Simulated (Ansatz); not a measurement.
(010) slab cut from the bulk of Ga, Cmce (No. 64); the slab's formula is Ga:

```
Ga
1.0
     4.41669    0.00000    0.00000
     0.00000    4.43895    0.00000
     0.00000    0.00000   23.90009
Ga
12
Direct
  0.50000 0.91564 0.31381
  0.00000 0.58436 0.31381
  0.50000 0.41564 0.37273
  0.00000 0.08436 0.37273
  0.00000 0.91564 0.47054
  0.50000 0.58436 0.47054
  0.00000 0.41564 0.52946
  0.50000 0.08436 0.52946
  0.50000 0.91564 0.62727
  0.00000 0.58436 0.62727
  0.50000 0.41564 0.68619
  0.00000 0.08436 0.68619
```

Method: DFT LDA, scalar-relativistic, plane waves, PAW in Ansatz 0.2.0. Cutoff 420 eV; k points 8×8×1 on the computed 12-atom cell (Γ-centred); Gaussian smearing, width 0.10 eV; no spin polarisation. The cell repeats along c with a dipole correction in the vacuum.

**Question.** What forces act on the atoms?

**Answer.**
```
atom Fx (eV/Å) Fy (eV/Å) Fz (eV/Å)
 Ga1      0.000     -0.110     -0.184
 Ga2      0.000      0.110     -0.184
 Ga3      0.000     -0.240     -0.007
 Ga4      0.000      0.240     -0.007
 Ga5      0.000     -0.110      0.124
 Ga6      0.000      0.110      0.124
 Ga7      0.000     -0.110     -0.124
 Ga8      0.000      0.110     -0.124
 Ga9      0.000     -0.240      0.007
Ga10      0.000      0.240      0.007
Ga11      0.000     -0.110      0.184
Ga12      0.000      0.110      0.184
```

Cost: 1 run of about 3.2 core-minutes, on Intel Xeon Platinum 8259CL (Skylake/Cascade Lake) (shared hosts).